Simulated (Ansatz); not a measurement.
Consider the following.

Si2Mo:
```yaml
crystal:
  lattice:
    - [-1.60849, 1.60849, 3.93637]
    - [1.60849, -1.60849, 3.93637]
    - [1.60849, 1.60849, -3.93637]
  atoms:
    - { symbol: Si, position: [0.66489, 0.66489, 0.00000] }
    - { symbol: Si, position: [0.33511, 0.33511, 0.00000] }
    - { symbol: Mo, position: [0.00000, 0.00000, 0.00000] }
```

This is the PBE-relaxed structure.

**Question.** All from plane-wave PAW PBE (Ansatz code), unless another level is named. Predict the electronic character.

**Answer.** metallic (no gap).

**Question.** What about the density of states at the Fermi level?

**Answer.** 0.08 states/eV per atom (mean over ±0.08 eV).

**Question.** Give the formation energy from the elements (no fitted shifts).

**Answer.** -0.50 eV/atom.

Space group I4/mmm (MoSi2 or CaC2 type). The PBE relaxation kept the symmetry of its start. The run is not spin-polarised. The references are the lowest solids computed at this level, not always the standard phases. Scalar-relativistic: spin–orbit coupling is off unless named, which matters more the heavier the elements.

Potentials: the later of the program's two PAW sets.
